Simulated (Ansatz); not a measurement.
# Moving the pressure in NiMoIrPdW

The cell as given:

```cif
data_structure
_symmetry_space_group_name_H-M 'I4mm'
_symmetry_Int_Tables_number 107
_cell_length_a 2.7401
_cell_length_b 2.7401
_cell_length_c 19.4329
_cell_angle_alpha 90.000
_cell_angle_beta 90.000
_cell_angle_gamma 90.000
_cell_volume 145.90
loop_
_atom_site_label
_atom_site_type_symbol
_atom_site_symmetry_multiplicity
_atom_site_Wyckoff_symbol
_atom_site_fract_x
_atom_site_fract_y
_atom_site_fract_z
_atom_site_occupancy
Ni1 Ni 2 a 0.00000 0.00000 0.19862 1
Mo1 Mo 2 a 0.50000 0.50000 0.10922 1
Pd1 Pd 2 a 0.50000 0.50000 0.29310 1
Ir1 Ir 2 a 0.00000 0.00000 0.39944 1
W1 W 2 a 0.50000 0.50000 0.49565 1
```

The cell comes from a database or a generator and needn't be the stable form of this composition.

Kept alike: task relaxation of cell and atoms; functional PBE; k mesh 10 × 10 × 10; occupations fermi-dirac, width 0.05 eV; collinear spin, ferromagnetic start. Program: Ansatz, Ansatz PAW, cutoff 420 eV. The mesh is that of the run's cell of 5 atoms. No spin-orbit coupling.

| pressure, P (GPa) | volume (Å³/atom) |
| --- | --- |
| 2 | 14.466 |
| 5 | 14.296 |
| 10 | 14.038 |
| 20 | 13.593 |

The relaxations keep at least the cell's symmetry (I4mm). For a metal such a mesh leaves the last digits unconverged. The runs follow the start's structure, whether or not it is the stable one at these pressures. P is the pressure aimed at, which the runs meet within some hundredths to tenths of a GPa. The moments vanished: the runs ended non-magnetic.

Question: What does the pressure change here?

Answer: The volume falls from 14.466 to 13.593 Å³/atom between 2 and 20 GPa. The volume falls ever more slowly, since the solid stiffens under load.
